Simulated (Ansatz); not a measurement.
# TiRh$_{3}$: electron density at the nuclei under pressure

```
CELL_PARAMETERS angstrom
3.82200 0.00000 0.00000
0.00000 3.82200 0.00000
0.00000 0.00000 3.82200
ATOMIC_POSITIONS crystal
Ti 0.00000 0.00000 0.00000
Rh 0.00000 0.50000 0.50000
Rh 0.50000 0.00000 0.50000
Rh 0.50000 0.50000 0.00000
```

Atoms are numbered in the order listed.

Conventional cell: a = 3.822 Å, b = 3.822 Å, c = 3.822 Å, α = 90.00°, β = 90.00°, γ = 90.00°. Ti (atom 1) is surrounded by 12 Rh at 2.70 Å. Around Rh (atom 2) lie 4 Ti at 2.70 Å and 8 Rh at 2.70 Å.

The geometry is COD entry 1537861, unchecked; take it as a test cell.

Spin polarisation is left out, and whether a magnetic state lies lower isn't shown here.

Level of theory: Ansatz 0.2.0, DFT, LDA, all-electron PAW with datasets made for the crystal, scalar-relativistic.

Settings: a Γ-centred 10×10×10 k mesh, Fermi–Dirac smearing of 0.03 eV, cutoff 300 eV (chosen by the program for this cell), no spin polarisation.

The contact density is the mean electron density over the nuclear volume; its changes follow the s electrons' response to bonding and compression. Changes below are taken from the unscaled cell, where it is 56472.2 e/Å³ at Ti1, 786637 e/Å³ at Rh2.

Volumes at which the program chose other datasets or cutoffs are left out.

The datasets are made afresh for each cell, so very small changes are uncertain.

(1) Does compression raise or lower the contact density at Ti1?

(2) Tabulate the changes with volume.

Results:

(1) It raises it, by 0.75 e/Å³ over the whole range.

(2) 
```tsv
V/V(cell)	P (GPa)	Δρ(0) Ti1 (e/Å³)	Δρ(0) Rh2 (e/Å³)
0.9400	6.2	0.75	5.99
0.9600	0.1	0.50	3.95
0.9800	-5.4	0.25	1.93
0.9900	-7.9	0.12	0.96
1.0000	-10.3	0.00	0.00
```
